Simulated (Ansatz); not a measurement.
An Ansatz input (plane waves, PAW) for LuHg in the CsCl-type structure that has something wrong with it:

```yaml
crystal:
  lattice:
    - [3.5882905736, 0.0, 0.0]
    - [0.0, 3.5882905736, 0.0]
    - [0.0, 0.0, 3.5882905736]
  atoms:
    - { symbol: Lu, position: [0.0, 0.0, 0.0] }
    - { symbol: Hg, position: [0.5, 0.5, 0.5] }
basis:
  ecutwfc: 420
  ecutrho_ratio: 4
kpoints:
  mp_gri: { grid: [8, 8, 8] }
hamiltonian:
  xc: pbesol
scf:
  occupations: { method: gaussian, width: 0.05 }
  max_iter: 60
output:
  forces: true
  stress: true
```

Launched as:
```sh
ansatz run input.yaml --threads 4 --pin off --max-ram 4096MiB --backend cpu --events-out ev --progress --plain --runs-dir out
```

**Question.** What is wrong with it?

**Answer.** A misspelt key. Against the sound input: kpoints.mp_grid: "mp_grid" → "mp_gri" (the cap on iterations is only a precaution).

What the program printed:

```
Error: YAML parse error: error: line 13 column 3: unknown field `mp_gri`, expected one of mp_grid, list, band_path, initial_grid, further_shifts
  --> <input>:13:3
   |
```

The input was refused before any iteration. It took of the order of 0.03 core-seconds on a shared host. The run before the change (PBEsol, 420 eV, 8×8×8 mesh) gave:

```tsv
run	P (GPa)	gap on the mesh (eV)	cell moment (μB)	largest force component (eV/Å)
sound	0.0	metal	–	0.000
```

The start was a prototype's sites filled with these elements; the Crystallography Open Database holds the compound in this structure.
